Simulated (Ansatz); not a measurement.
A geometry of Sn2Pt away from equilibrium: the start of the relaxation of a generated trial cell of Sn2Pt in the AFLOW prototype A2B_hP9_189_fg_bc (C22, as in Fe2P). These are PBEsol (plane waves to 420 eV, PAW, scalar-relativistic; Ansatz, an electronic-structure program) values and carry that method's errors. Γ-centred k-mesh 5×5×8 on the run's cell (coarser than for final values), Fermi–Dirac smearing 0.05 eV.

```xyz
9
Lattice="7.4874 0.0000 0.0000 -3.7437 6.4842 0.0000 0.0000 0.0000 4.3788" Properties=species:S:1:pos:R:3:forces:R:3 pbc="T T T" free_energy=-72852.422 pressure_GPa=-9.5
Sn     1.9168     0.0000     0.0000    0.1402    0.0000    0.0000
Sn    -0.9584     1.6600     0.0000   -0.0701    0.1214    0.0000
Sn     2.7853     4.8243     0.0000   -0.0701   -0.1214    0.0000
Sn     4.4101     0.0000     2.1894    0.3629    0.0000    0.0000
Sn    -2.2050     3.8192     2.1894   -0.1814    0.3142    0.0000
Sn     1.5387     2.6650     2.1894   -0.1814   -0.3142    0.0000
Pt     0.0000     0.0000     2.1894    0.0000    0.0000    0.0000
Pt     0.0000     4.3228     0.0000    0.0000    0.0000    0.0000
Pt     3.7437     2.1614     0.0000    0.0000    0.0000    0.0000
```

Positions in Å, forces in eV/Å, free energy of the cell in eV (comparable only within this code, potentials and settings). Largest force: 0.36 eV/Å, on Sn4, Sn5, Sn6 (atoms numbered as listed); the geometry lies 0.10 eV/atom above the end of its relaxation.

No spin polarisation in the result.

The run could not lose the symmetry of its start, so the end can be a saddle point.

The end of the path is a generated cell of Sn2Pt: the first start was made by placing the elements on the sites of a structure type, and the end was not matched to a known phase here, so it may be hypothetical.
